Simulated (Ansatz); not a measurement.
**Computed properties of Hg**

Hg (simple cubic, Pm-3m), a = 3.116 Å, b = 3.116 Å, c = 3.116 Å, α = 90.00°, β = 90.00°, γ = 90.00°.

Space group Pm-3m (No. 221), simple cubic; conventional cell a = 3.116 Å, b = 3.116 Å, c = 3.116 Å, α = 90.00°, β = 90.00°, γ = 90.00°.

Method: the program Ansatz at the PBE level (PAW). The cell and atoms are relaxed at this level. Other levels are named where they apply.

### Cell and energy

Volume per atom: 30.26 Å³
Density: 11.01 g/cm³

### Electronic structure

Electronic character: metallic (no gap)
Density of states at the Fermi level: 0.31 states/eV per atom (mean over ±0.08 eV)
Gap with spin–orbit coupling: none (metallic)

### Mechanics

* **Elastic constants (relaxed ions, GPa)**: C11 = 25.6, C12 = 4.6, C44 = 0.1
* **Mechanical stability**: marginal (the smallest eigenvalue of C is near zero)

A made-up cell: these elements were put on the sites of a structure type; neither database checked (COD, Materials Project) lists it. It is not the usual solid phase (space group No. 166). The PBE relaxation kept the symmetry of its start; its stability against distortions is not shown here. The substance is a gas or liquid at ambient conditions. As this level gives no gap, shear constants depend on the k-mesh and smearing (Fermi–Dirac, 0.1 eV here). Scalar-relativistic: spin–orbit coupling is off unless named, which matters more the heavier the elements.

Potentials: the later of the program's two PAW sets.
